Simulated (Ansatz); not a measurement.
GeSe:
Space group Pnma (No. 62); a = 10.971 Å, b = 3.879 Å, c = 4.423 Å, α = β = γ = 90.00°

| atom | site | symmetry | x | y | z |
|---|---|---|---|---|---|
| Ge | 4c | .m. | 0.1236 | 0.2500 | 0.1134 |
| Se | 4c | .m. | 0.3548 | 0.2500 | 0.0020 |

Relaxed with PBE+D3(BJ).

**Question.** Decompose the optical modes at the zone centre into irreducible representations, and say which are infrared and Raman allowed.

**Answer.** Point group mmm: Γ_opt = 4Ag + 2Au + 2B1g + 3B1u + 4B2g + B2u + 2B3g + 3B3u. Infrared: B1u, B2u, B3u. Raman: Ag, B1g, B2g, B3g.

**Question.** Assign frequencies (DFPT, plane-wave PAW PBE+D3(BJ) (Ansatz code); without the LO–TO term).

**Answer.** B3g 29, Ag 34, B2g 56, Au 71, Ag 71, B1g 72, B1u 76, B3u 80, B2g 96, B2u 143, B3g 146, Au 154, B1g 158, B1u 173, Ag 173, B3u 174, B1u 180, Ag 184, B2g 191, B3u 194, B2g 216 cm⁻¹.

Subscripts of B labels follow the axes of the standard setting.

The cell was relaxed with PBE+D3(BJ) under the symmetry of its start.

Potentials: the later of the program's two PAW sets.
